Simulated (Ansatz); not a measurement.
## GaN: the gap against volume

GaN, F-43m, a = 4.498 Å. This isn't the usual stable structure of the compound. Ansatz: r2SCAN, PAW, 500 eV, Γ-centred 10×10×10 mesh on 2 atoms, Gaussian smearing 0.02 eV; no spin polarisation. Symmetry fixes shape and atoms, so the cell is only scaled; x = ln(V/V0) with V0 = 11.374 Å³/atom. The gap is read at the mesh points alone.

| x | gap y (eV) |
| --- | --- |
| -0.0619 | 2.584 |
| -0.0305 | ? |
| 0.0000 | 2.168 |
| 0.0296 | 1.970 |
| 0.0583 | 1.777 |

Problem. Fit a straight line to the other rows, give the volume deformation potential of the gap and its pressure coefficient, and predict the missing gap. B0 = 196.5 GPa.

Solution. Means x = 0.006500, y = 2.1248; Σ(Δx)² = 0.007938, ΣΔxΔy = -0.05328; the slope is their ratio. y = 2.1684 − 6.7126 x. The slope is the deformation potential a = dE_g/d ln V = -6.71 eV, and dE_g/dP = −a/B0 = 34.2 meV/GPa. At x = -0.0305 the fit asked for gives 2.373 eV. The run gave 2.373 eV, the same to the digits shown.

Semilocal functionals give gaps under the measured ones; changes of the gap mostly carry over better.